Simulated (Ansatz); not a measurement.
One crystal and one scan (scan of one atom of the cell) at two levels, PBE (plane waves to 420 eV, PAW, scalar-relativistic; Ansatz, an electronic-structure program) and r2SCAN (plane waves to 500 eV, PAW, scalar-relativistic; Ansatz), each from its own relaxed cell and on its own mesh. The cell shown is that of PBE.

Starting cell, La (dhcp type, space group P6_3/mmc):

```yaml
crystal:
  lattice:
    - [3.77035, 0.00000, 0.00000]
    - [-1.88518, 3.26522, 0.00000]
    - [0.00000, 0.00000, 12.08105]
  atoms:
    - { symbol: La, position: [0.00000, 0.00000, 0.00000] }
    - { symbol: La, position: [0.00000, 0.00000, 0.50000] }
    - { symbol: La, position: [0.33333, 0.66667, 0.25000] }
    - { symbol: La, position: [0.66667, 0.33333, 0.75000] }
```

Scan: atom 3 (La, nearest neighbour La at 3.723 Å; its periodic images, 3.8 Å or more away, move with it) is displaced towards the nearest neighbour, direction (-0.506, 0.292, -0.811) in Cartesian axes, by s. The other atoms stay.

The energy includes the smearing's −TS. La is run without spin polarisation. La was relaxed with its symmetry unable to fall. The PAW data are Ansatz's earlier set. (PBE) Left out: 1 of 11 points, with atoms too close for the PAW data. (r2SCAN) Left out: 1 of 11 points, with atoms too close for the PAW data. With partly filled bands, energies and forces of such displacements shift with the k mesh and the smearing. Both scans cover s from -0.740 to 0.592 Å.

ΔE (meV/cell), each from the undisplaced structure of its own level:

```tsv
s (Å)	PBE	r2SCAN
-0.740	415	368
-0.592	264	233
-0.444	145	126
-0.296	63	withheld
-0.148	16	13
0.000	0	0
0.148	16	13
0.296	63	54
0.444	145	125
0.592	264	231
```

Q: Estimate the r2SCAN value at -0.296 from the PBE value there and the ratio of the two levels in the two nearest given rows on that side of the minimum.

A: At -0.444 and -0.592 the ratio r2SCAN/PBE averages 0.876, which gives 0.876 × 63 = 55 meV/cell. The calculation gives 54 meV/cell, -14.3 % against PBE.

(A displaced cell: forces are minus the slopes of the energy, force constants its curvatures, and phonons follow from these.)
